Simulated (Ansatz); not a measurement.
Clean, relaxed (100) surface of Ta, space group Fm-3m (No. 225) (top face towards +c; atoms held fixed, by place in the list: 1, 2):

```
Ta
1.0
     2.95259    0.00000    0.00000
     0.00000    2.95259    0.00000
     0.00000    0.00000   23.26339
Ta
4
Direct
  0.50000 0.50000 0.36538
  0.00000 0.00000 0.45513
  0.50000 0.50000 0.55011
  0.00000 0.00000 0.63623
```

All numbers below come from DFT PBEsol, scalar-relativistic, plane waves, PAW in Ansatz. Settings: cutoff 420 eV, Γ-centred mesh 10×10×1 on the computed 4-atom cell, Gaussian smearing of 0.10 eV; no spin polarisation. A dipole correction removes the field between periodic images along c.

OH is adsorbed on the top face, one adsorbate per 8.7 Å², and relaxed from 3 starting sites (fractions of a and b). The adsorption energy is E(slab + adsorbate) − E(slab) − E(free adsorbate, spin-polarised where open-shell). Heights count from the highest slab atom after relaxation. Δφ is the top face's. Δp counts per cell along +c. Bonded neighbours lie within 1.25 times the sum of covalent radii (1.35 for H) and, on that scale, within 12 % of the closest. With the adsorbate the cell is lengthened along c to keep the vacuum.

```json
{"start": "top (Ta) at (0.00, 0.00)", "ends at": "(0.95, 0.50), 2 bonded neighbours (Ta)", "E_ads (eV)": "-5.25", "height (Å)": "1.57", "shortest contact": "O–Ta 2.16 Å", "Δφ (eV)": "-1.55", "Δp (e·Å)": "+0.075", "whole?": "yes"}
{"start": "bridge (Ta-Ta) at (0.00, 0.50)", "ends at": "(0.04, 0.50), 2 bonded neighbours (Ta)", "E_ads (eV)": "-5.25", "height (Å)": "1.57", "shortest contact": "O–Ta 2.16 Å", "Δφ (eV)": "-1.54", "Δp (e·Å)": "+0.074", "whole?": "yes"}
{"start": "hollow (over Ta) at (0.50, 0.50)", "ends at": "(0.05, 0.50), 2 bonded neighbours (Ta)", "E_ads (eV)": "-5.25", "height (Å)": "1.57", "shortest contact": "O–Ta 2.16 Å", "Δφ (eV)": "-1.55", "Δp (e·Å)": "+0.075", "whole?": "yes"}
```

Among the sites tried, the lowest end comes from the hollow (over Ta) at (0.50, 0.50) start; the top (Ta) at (0.00, 0.00) and the bridge (Ta-Ta) at (0.00, 0.50) starts ended within 0.02 eV of it, though not always at the same place; other sites may lie lower.

Each end is the local minimum or symmetric point that its start leads to. This isn't the usual crystal structure of Ta. The slab is only 6.3 Å thick, so the energies aren't converged with thickness.

Spin polarisation was left out, and a magnetic state may lie lower.